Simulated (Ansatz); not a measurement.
**BiTe: an elastic constant from a strain scan**

Computed with DFT PBE, scalar-relativistic, plane waves, PAW in Ansatz 0.2.0. Settings: plane waves to 420 eV, k-mesh 12×12×12 (Γ-centred), Gaussian smearing 0.15 eV. Spin–orbit coupling is left out, which can shift energies with elements as heavy as these. No spin polarisation. Energies are free energies at this smearing, counted from the undisturbed cell; pressure is positive in compression.

Reference structure (as given, not relaxed at this level; it stands at 0.0 GPa, and it needn't be the usual structure):

```yaml
crystal:
  lattice:
    - [2.42271, 1.39875, 3.31729]
    - [-2.42271, 1.39875, 3.31729]
    - [0.00000, -2.79750, 3.31729]
  atoms:
    - { symbol: Bi, position: [0.50000, 0.50000, 0.50000] }
    - { symbol: Te, position: [0.00000, 0.00000, 0.00000] }
```

The cell is strained by ε times the Voigt pattern (0, 0, 1, 0, 0, 0) (xx, yy, zz, yz, xz, xy; engineering shear) with fractional coordinates fixed. The cell holds 2 atoms in V0 = 67.45 Å³. The stress column is τ = (1/V0) dE/dε, got from the stress tensor σ (compression positive) at each point as −det(1 + εP) σ : P(1 + εP)⁻¹, with P the pattern as a tensor.

```csv
ε,ΔE (meV/atom),τ (GPa)
-0.0600,17.227,-2.845
-0.0450,9.468,-2.075
-0.0300,4.087,-1.338
-0.0150,0.977,-0.639
0.0000,0.000,0.011
0.0150,0.970,0.591
0.0300,3.639,1.087
0.0450,7.746,1.503
0.0525,10.269,1.691
0.0600,?,?
```

Question: Which combination of elastic constants does this scan measure, and how large is it?

Answer: For small ε, τ = τ0 + Kε with K = pᵀCp, which for this pattern is C33 in the Cartesian frame shown. The parabola through τ at ε = -0.0150, 0 and 0.0150 has slope K = 41 GPa at zero. The energies per cell, E = NΔE, of the same two points give K = 2[E(ε₊)/ε₊ − E(ε₋)/ε₋]/[(ε₊ − ε₋)V0] = 41 GPa, in agreement.

Question: Predict the withheld row at ε = 0.0600 from the harmonic law, and compare.

Answer: ΔE = V0(τ0 ε + Kε²/2)/N = 15.662 meV/atom and τ = 2.47 GPa. The calculation gives 13.081 meV/atom and 1.87 GPa: the energy lies 16 % below the harmonic value, as bonds soften when stretched.

In a metal these slopes depend on the k mesh and the smearing.